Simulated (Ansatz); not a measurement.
NbAs (I4_1md), relaxed and computed with several functionals in Ansatz (plane waves, PAW).

```json
[
 {"functional": "PBEsol", "a (Å)": "3.439", "c (Å)": "11.595", "V (Å³/atom)": "17.14"},
 {"functional": "r²SCAN", "a (Å)": "3.458", "c (Å)": "11.766", "V (Å³/atom)": "17.59"},
 {"functional": "PBE", "a (Å)": "___", "c (Å)": "___", "V (Å³/atom)": "___"}
]
```

**Question.** Some entries are withheld; supply them.

**Answer.** 
- PBE, a (Å): 3.473
- PBE, c (Å): 11.750
- PBE, V (Å³/atom): 17.72

All cells were relaxed under the symmetry of their starts (and spin orders); stability against distortions was not tested throughout. Rows with no word on spin ran without spin polarisation. Spin–orbit coupling is left out wherever it is not named.

Potentials: the later of the program's two PAW sets.

Ansatz (a quantum-chemistry and plane-wave program) is a plane-wave DFT program.
